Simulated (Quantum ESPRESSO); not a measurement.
## Kohn-Sham bands of HgTe (zinc blende)

```
CELL_PARAMETERS angstrom
      0.00000     3.28999     3.28999
      3.28999     0.00000     3.28999
      3.28999     3.28999     0.00000
ATOMIC_POSITIONS crystal
  Hg 0.00000 0.00000 0.00000
  Te 0.75000 0.75000 0.75000
```

Structure: Materials Project mp-2730, symmetrised, not relaxed again. COD (Crystallography Open Database) has the formula in 2 space groups, this one among them (matched by group alone). Computed values, not measurements, from PBEsol: Quantum ESPRESSO (norm-conserving PseudoDojo potentials, cutoff 64 Ry, spinors with spin-orbit coupling) on a Γ-centred 6×6×6 mesh, then Wannier90. Density: 8×8×8 mesh, cold smearing 0.01 Ry. With spin-orbit coupling a semilocal functional can close or falsely invert a small gap; the band order was not checked against a better method.

Energies are relative to the Fermi level; weights are on the orthonormalised atomic waves of the pseudopotential files, averaged over the group. 36 electrons a cell are treated as valence.

```csv
bands,from (eV),to (eV),filling,weight on atomic waves
1–2,-114.84,-114.84,filled,(withheld)
3–4,-76.84,-76.84,filled,(withheld)
5–8,-58.48,-58.48,filled,(withheld)
9–12,-37.66,-37.65,filled,(withheld)
13–18,-36.19,-36.19,filled,(withheld)
19–20,-11.91,-11.23,filled,(withheld)
21–24,-8.14,-7.59,filled,(withheld)
```

**Question.** Which atomic shells make up each group?

**Answer.** 
- 1–2, weight on atomic waves: Hg 5s 100 %
- 3–4, weight on atomic waves: Hg 5p 100 %
- 5–8, weight on atomic waves: Hg 5p 100 %
- 9–12, weight on atomic waves: Te 4d 100 %
- 13–18, weight on atomic waves: Te 4d 100 %
- 19–20, weight on atomic waves: Te 5s 84 %, Hg 6s 8 %, Hg 5d 8 %
- 21–24, weight on atomic waves: Hg 5d 95 %

No gap over 0.05 eV opens at the Fermi level at this level of theory; semilocal functionals close the gap of some real semiconductors.
